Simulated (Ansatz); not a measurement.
Ti2GeC in space group P6_3/mmc (No. 194; Ti on 4f, Ge on 2d, C on 2a) at seven volumes, r²SCAN in the plane-wave PAW code Ansatz, shape and atoms relaxed at each. One row is withheld.

| V (Å³/atom) | P (GPa) |
|---|---|
| 12.099 | 19.17 |
| 12.498 | 11.74 |
| 12.897 | ? |
| 13.296 | 0.00 |
| 13.695 | -4.61 |
| 14.094 | -8.53 |
| 14.493 | -11.83 |

Problem. Fit the shown pressures and predict the withheld one.

Solution. P = (3/2)B₀(x^(7/2) − x^(5/2))[1 + (3/4)(B′ − 4)(x − 1)] with x = (V₀/V)^(2/3). Least squares on the six rows gives V₀ = 13.296 Å³/atom, B₀ = 166 GPa, B′ = 4.35. At V = 12.897, x = 1.0205 and P = 5.40 GPa. The run itself gave 5.40 GPa.

The first step of the workflow began from a Materials Project structure, measured or hypothetical; the Crystallography Open Database copy checked does not list it. Whether it is the stable phase at ambient conditions was not checked. The cell was relaxed with r²SCAN under the symmetry of its start; of distortions, only those at the zone centre were tested. The run is not spin-polarised.

Potentials: the later of the program's two PAW sets.
